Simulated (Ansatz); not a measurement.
Input:

Li$_{4}$Ge$_{2}$B:
```cif
data_B3Ge6Li12
_chemical_formula_sum 'Ge6 B3 Li12'
_space_group_name_H-M_alt 'R3m :H'
_space_group_IT_number 160
_space_group_name_Hall 'R 3 -2"'
_cell_length_a 4.00855
_cell_length_b 4.00855
_cell_length_c 20.11057
_cell_angle_alpha 90.000
_cell_angle_beta 90.000
_cell_angle_gamma 120.000
loop_
_atom_site_label
_atom_site_type_symbol
_atom_site_symmetry_multiplicity
_atom_site_Wyckoff_symbol
_atom_site_fract_x
_atom_site_fract_y
_atom_site_fract_z
_atom_site_occupancy
Ge1 Ge 3 a 0.00000 0.00000 0.57414 1
Ge2 Ge 3 a 0.00000 0.00000 0.74636 1
B1 B 3 a 0.00000 0.00000 0.85848 1
Li1 Li 3 a 0.00000 0.00000 0.16378 1
Li2 Li 3 a 0.00000 0.00000 0.31125 1
Li3 Li 3 a 0.00000 0.00000 0.02506 1
Li4 Li 3 a 0.00000 0.00000 0.44883 1
```
(The calculation used a cell of 7 atoms; values per cell refer to that cell.)

This is the r²SCAN-relaxed structure.

All from r²SCAN (plane waves, PAW; program Ansatz), unless another level is named. Estimate the electronic character.

metallic (no gap).

Predict the density of states at the Fermi level.

0.19 states/eV per atom (mean over ±0.08 eV).

And the gap with spin–orbit coupling?

none (metallic).

The workflow started from an entry of the Crystallography Open Database (COD, 293 K). Its standing as an ambient phase is unchecked. Symmetry was held in the r²SCAN relaxation; its stability against distortions is not shown here. Spin–orbit coupling is left out wherever it is not named.

Potentials: the later of the program's two PAW sets.
